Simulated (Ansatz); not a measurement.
Consider the following.

GePd:
```yaml
crystal:
  lattice:
    - [0.00000, 2.60738, 2.60738]
    - [2.60738, 0.00000, 2.60738]
    - [2.60738, 2.60738, 0.00000]
  atoms:
    - { symbol: Ge, position: [0.00000, 0.00000, 0.00000] }
    - { symbol: Pd, position: [0.50000, 0.50000, 0.50000] }
```

This is the PBE-relaxed structure.

**Question.** All from the program Ansatz at the PBE level (PAW), unless another level is named. Give the electronic character.

**Answer.** metallic (no gap).

**Question.** Predict the density of states at the Fermi level.

**Answer.** 0.54 states/eV per atom (mean over ±0.08 eV).

**Question.** Predict the formation energy from the elements (no fitted shifts).

**Answer.** -0.12 eV/atom.

Space group Fm-3m (rock salt). The cell is a constructed one: a structure type filled with these elements; neither database checked (COD, Materials Project) lists it. COD files the formula under space group No. 62, so this cell is another polymorph or a model. Its standing as an ambient phase is unchecked. Symmetry was held in the PBE relaxation; whether a distortion lowers the energy is not shown. The run is not spin-polarised. The references are the lowest solids computed at this level, not always the standard phases. Scalar-relativistic: spin–orbit coupling is off unless named, which matters more the heavier the elements.

Potentials: the later of the program's two PAW sets.
